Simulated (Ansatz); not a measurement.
Structure from Materials Project entry mp-101 (possibly hypothetical), not relaxed further.

Ir: DFT, PBE, all-electron LAPW, scalar-relativistic (Ansatz 0.2.0). What sets it apart from a plain run of this crystal: point nuclei.

```yaml
crystal:
  lattice:
    - [0.0, 1.9269646676, 1.9269646676]
    - [1.9269646676, 0.0, 1.9269646676]
    - [1.9269646676, 1.9269646676, 0.0]
  atoms:
    - { symbol: Ir, position: [0.0, 0.0, 0.0] }
kpoints:
  mp_grid: { grid: [18, 18, 18] }
scf:
  occupations: { method: fermi_dirac, width: 0.03 }
hamiltonian:
  xc: pbe
  pseudopotentials:
    kind: all_electron
    lapw: { basis_error: 0.0005 }
    nuclear_model: point
output:
  forces: true
  stress: true
  eigenvalues: true
```

Output (standing set-up lines are left out):

```
Pseudopotential: Ir, LAPW, valence charge 41, Koelling and Harmon's equation, point nucleus
Basis set: ecut = 301.70093981335845 eV, 169 PW (Γ), exchange–correlation at level 2
iter 1 solved again at ethr=3.92e-5 eV; its pass at ethr=1.00e-1 eV (dr2=1.61e-2 eV) is discarded
SCF iter   1: F=—  HF=-485119.085907 eV  |F-HF|=—  |Δ(HF+E_count)|=         —  Δρ=1.70e-2  dr2=1.62e-2  ethr=3.92e-5  ⟨swp⟩=3.3  Hψ=31776  notcnv=0
preconditioner: auto → none  [metal: Δε(μ)=0.004 eV  Ē_g=14.039 eV  σ=0.030 eV  W_gap=0.03  n_scr=8 (ndim 8)  ℏωp=29.4 eV  f_vac=0.000  D(μ)=1.00/eV (n_scr^D=14)  sad-step TF]
SCF iter   2: F=—  HF=-485119.019778 eV  |F-HF|=—  |Δ(HF+E_count)|=   6.61e-2  Δρ=6.16e-3  dr2=2.63e-3  ethr=3.92e-5  ⟨swp⟩=2.4  Hψ=15071  notcnv=0
SCF iter   3: F=—  HF=-485119.017957 eV  |F-HF|=—  |Δ(HF+E_count)|=         —  Δρ=3.51e-3  dr2=8.30e-4  ethr=6.41e-6  ⟨swp⟩=2.0  Hψ=14129  notcnv=0
the basis was enlarged: its passes take 1.1 MiB over the memory plan, 1 of 1 planned eigensolver slots
iter 4 solved again at ethr=1.70e-7 eV; its pass at ethr=2.02e-6 eV (dr2=6.96e-5 eV) is discarded
SCF iter   4: F=—  HF=-485119.018315 eV  |F-HF|=—  |Δ(HF+E_count)|=   3.58e-4  Δρ=9.67e-4  dr2=6.96e-5  ethr=1.70e-7  ⟨swp⟩=2.0  Hψ=24025  notcnv=0
SCF iter   5: F=—  HF=-485119.018363 eV  |F-HF|=—  |Δ(HF+E_count)|=   4.78e-5  Δρ=7.15e-5  dr2=4.13e-7  ethr=1.70e-7  ⟨swp⟩=2.0  Hψ=14129  notcnv=0
SCF iter   6: F=-485119.018363 eV  HF=-485119.018363 eV  |F-HF|=2.21e-9  |Δ(HF+E_count)|=   2.69e-7  Δρ=2.75e-6  dr2=3.05e-10  ethr=1.01e-9  ⟨swp⟩=3.0  Hψ=14619  notcnv=0
SCF 1 converged in 6 iterations: F = -485119.018363 eV  dr2 = 3.05e-10
SCF converged after 6 iterations
Free energy (F): -485119.018363 eV
Harris-Foulkes:  -485119.018363 eV  (|F-HF|=2.21e-9)
Internal energy: -485119.015273 eV  (E = F + TS)
E sigma→0 (E₀):  -485119.016818 eV
Entropy (-TS):   -0.003090 eV (-3.090 meV/atom)
Fermi energy:    31.597425 eV
--- Per-component energies (eV) ---
  E_band       = -2881.825710
  E_kinetic    = 549443.484452
  E_xc         = -9476.793437
  E_electrostatic = -1025085.706288  (all electrons and nuclei)
  E_smearing   = -0.003090  (= −TS)
  E_closure    = 0.000000  (closes the sum)
  E_atoms      = -485109.786436  (free atoms, spherical and without spin; not in F)
  Σ components = -485119.018363   (vs F -485119.018363, Δ=0.00e0)
  Basis errors (estimates in eV, not in F): energy 1.1e-4 per atom: plane waves 9.3e-5 (4.7e-5 summed), levels above the bands 3.4e-260, relativity 1.4e-8, radial functions 2.1e-5, core shells 3.5e-7; eigenvalues (radial functions only) 7.2e-7; not estimated: angular momenta, meshes, grids; target (lapw.basis_error) 5.0e-4; muffin-tin radii Ir 1.363 Å
--- Forces (eV/Å), atoms counted from 1 ---
  atom   1  Ir    -0.00000000    -0.00000000     0.00000000
  max |Σ_I F_I| component: 5.92e-31 eV/Å
--- Stress (GPa, compression-positive) ---
        4.526235       0.000000       0.000000
        0.000000       4.526235       0.000000
        0.000000       0.000000       4.526235
  P = ⅓ Tr σ = 4.5262 GPa (45.262 kbar)
--- Band table (eV; the first three rows and the last of 195) ---
  k-point 0: bands = ["-253.9405", "-253.9405", "-253.9405", "-253.8989", "-253.8989", "-61.3493", "-25.6405", "-25.6005", "-25.6005", "-25.6005", "-25.5845", "-25.5845", "-25.5845", "-17.7762", "-17.7762", "-17.7762", "20.5544", "27.7421", "27.7421", "27.7421", "30.3861", "30.3861", "45.1905", "50.6437", "50.6437"]
  k-point 1: bands = ["-253.9405", "-253.9405", "-253.9405", "-253.8989", "-253.8989", "-61.3474", "-25.6404", "-25.6007", "-25.6007", "-25.6004", "-25.5845", "-25.5844", "-25.5844", "-17.8000", "-17.7795", "-17.7795", "20.6911", "27.6685", "27.8009", "27.8009", "30.3473", "30.3473", "45.4269", "49.9960", "50.8706"]
  k-point 2: bands = ["-253.9405", "-253.9405", "-253.9405", "-253.8989", "-253.8989", "-61.3421", "-25.6399", "-25.6015", "-25.6015", "-25.6004", "-25.5846", "-25.5840", "-25.5840", "-17.8680", "-17.7889", "-17.7889", "21.0870", "27.4798", "27.9551", "27.9551", "30.2626", "30.2626", "46.0773", "48.6698", "51.5324"]
  k-point 194: bands = ["-253.9405", "-253.9405", "-253.9405", "-253.8989", "-253.8989", "-61.2664", "-25.6335", "-25.6090", "-25.6083", "-25.6066", "-25.5815", "-25.5813", "-25.5810", "-18.3148", "-18.2395", "-18.0648", "25.3237", "26.2663", "27.3060", "29.8875", "33.0273", "39.6289", "39.8262", "41.1124", "44.7119"]
```

Spin polarisation is left out, and whether a magnetic state lies lower isn't shown here.
